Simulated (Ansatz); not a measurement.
KCl (rock salt)

```
KCl
1.0
    0.00000     3.19058     3.19058
    3.19058     0.00000     3.19058
    3.19058     3.19058     0.00000
Cl K
1 1
Direct
  0.00000   0.00000   0.00000
  0.50000   0.50000   0.50000
```

E(V) scan at fixed shape, V₀ the volume above. Symmetry pins the atoms to their sites.

All values below come from PBE (plane waves to 420 eV, PAW, scalar-relativistic; Ansatz, a quantum-chemistry and plane-wave program). k mesh 9×9×9 (Γ-centred), Fermi-Dirac smearing 0.05 eV. Compression counts positive. KCl was relaxed with its symmetry unable to fall.

At one point of the scan the stress tensor (GPa) is:

```
  -0.38     0.00     0.00
   0.00    -0.38     0.00
   0.00     0.00    -0.38
```

Which point is it?
A) V/V₀ = 1.025
B) V/V₀ = 1.075
C) V/V₀ = 1.050
D) V/V₀ = 1.100

A, V/V₀ = 1.025

(A scan under strain: stresses follow from slopes of the energy per volume, elastic moduli from its curvatures.)
